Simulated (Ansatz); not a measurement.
A trial cell of Si3Ge, before relaxation:

```cif
data_structure
_symmetry_space_group_name_H-M 'P6/mmm'
_symmetry_Int_Tables_number 191
_cell_length_a 5.4236
_cell_length_b 5.4236
_cell_length_c 2.5465
_cell_angle_alpha 90.000
_cell_angle_beta 90.000
_cell_angle_gamma 120.000
_cell_volume 64.87
loop_
_atom_site_label
_atom_site_type_symbol
_atom_site_symmetry_multiplicity
_atom_site_Wyckoff_symbol
_atom_site_fract_x
_atom_site_fract_y
_atom_site_fract_z
_atom_site_occupancy
Si1 Si 3 f 0.00000 0.50000 0.00000 1
Ge1 Ge 1 a 0.00000 0.00000 0.00000 1
```

All numbers below come from DFT PBE, scalar-relativistic, plane waves, PAW (Ansatz). Cutoff 420 eV, Gaussian smearing, Γ-centred meshes. Cell and atoms relax on a converged mesh. In metals the finer mesh still leaves noise of several meV/atom or more. The steps can't lower the symmetry of their start. No spin polarisation.

A guess keeps its type if space group and coordination stay and the shape of the cell changes little (axis ratios within about 15 %, angles within 6°); the volume may change.

**Question.** Will the relaxed cell still be of the starting type?

**Answer.** It keeps its type. The symmetry stays P6/mmm (No. 191). The volume per atom stays near 16.1 Å³. The shortest distance goes from 2.55 Å (Ge–Ge and Si–Si) to 2.53 Å (Ge–Ge and Si–Si). The ratio c/a of the conventional cell changes by a factor of 0.99. Counting neighbours within 15 % of an atom's shortest distance, the start has Ge 8, Si 8 and the end Ge 8, Si 8.

The zero of energy is the elements' standard structures at the same level; no fitted shifts are applied.

**Question.** At what energy does it end?

**Answer.** +0.34 eV/atom. It can't be a ground state, since the elements alone are lower.

The last run used a 12×12×18 mesh (in the run's order of axes) for its 4-atom cell and Gaussian smearing of 0.10 eV. A later test with randomly moved atoms ended 2 meV/atom lower on a coarse mesh, in Amm2 at a loose tolerance, which is no clear verdict on its stability. Another cell of Si3Ge relaxed alike, in P-4m2, lies 0.33 eV/atom lower, so this cell isn't the stable form at this level.
